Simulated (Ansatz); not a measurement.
CuCl:
```
CELL_PARAMETERS angstrom
      0.00000     2.60388     2.60388
      2.60388     0.00000     2.60388
      2.60388     2.60388     0.00000
ATOMIC_POSITIONS crystal
  Cu 0.00000 0.00000 0.00000
  Cl 0.75000 0.75000 0.75000
```

This is the LDA-relaxed structure. x, y and z are the axes in which the lattice vectors are written.

### Question
All from the program Ansatz at the LDA level (PAW), unless another level is named. Predict the Hill bulk and shear moduli.

### Answer
74.3 and 12.4 GPa.

### Question
And the piezoelectric stress constants (proper, relaxed ions, C/m²)?

### Answer
e14 = e25 = e36 = -0.41.

Space group F-43m (zinc blende). The cell was relaxed with LDA under the symmetry of its start; phonons on a q-mesh show no instability. The run is not spin-polarised.

Potentials: the later of the program's two PAW sets.
